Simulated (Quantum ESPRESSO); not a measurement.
Zn2MgCaO4, convergence and cost over cutoff and k mesh

Simulated, not a measurement. The program is pw.x of Quantum ESPRESSO 7.5 (plane-wave density functional theory). The cell is made up: 8 atoms on a rocksalt lattice, with randomly drawn elements, strain and displacements, not relaxed. PseudoDojo standard norm-conserving files (v0.5 for PBE, v0.4.1 for LDA and PBEsol) set the functional; there is no spin polarisation, spin-orbit coupling or dispersion term, and the masses in the input are unused placeholders.

Input of the run in row 2:

```
&control calculation='scf', pseudo_dir='./dojo.nc.sr.pbe.v0_5.standard.upf', outdir='./o', disk_io='low', tprnfor=.true., tstress=.true. /
&system ibrav=0, nat=8, ntyp=4, nbnd=48, ecutwfc=84.00895049, nosym=.true., tot_charge=0,
 occupations='smearing', smearing='fd', degauss=0.0018374661
/
&electrons conv_thr=7.350e-09, electron_maxstep=60, /
ATOMIC_SPECIES
Ca 1.0 Ca.upf
Mg 1.0 Mg.upf
O 1.0 O.upf
Zn 1.0 Zn.upf
CELL_PARAMETERS angstrom
4.4061 0.0026 -0.0373
0.0026 4.3185 -0.0424
-0.0373 -0.0424 4.2808
ATOMIC_POSITIONS angstrom
Zn 0.1123 0.0572 0.0868
Mg 0.0195 1.9134 2.2534
Zn 2.1651 0.0135 2.0717
Ca 2.1841 2.1719 -0.0366
O 2.2208 0.0016 -0.0827
O 2.1363 2.1079 2.0239
O 4.4284 -0.0445 2.15
O 4.3302 2.1328 -0.0556
K_POINTS automatic
4 4 4 1 1 1
```

The same cell was run at these settings. Meshes are shifted by half a step, and differences are from the last row, which is itself not exact.

```
cutoff (eV)     k mesh  k points solved  threshold (eV)  free energy less the last row's (eV)  pressure (GPa)  largest stress difference (GPa)  largest force difference (eV/Å)  iterations  wall time (s)  k-point pools                  processor
        800  2 x 2 x 2                4           1e-04                                 3.729          -48.59                            65.84                            0.064           9              8              4  Intel Xeon, 2023 or later
       1143  4 x 4 x 4               32           1e-07                                 0.001           16.80                             0.04                            0.002          12             36              4  Intel Xeon, 2023 or later
       1437  6 x 6 x 6              108           1e-07                                 0.000           16.84                             0.00                            0.000          12            157              4  Intel Xeon, 2023 or later
```

Each pool is one process. Wall times include start-up and a band step at six k points, which weighs most on the coarsest meshes. The runs were on shared virtual cores whose load varied, so times are rough.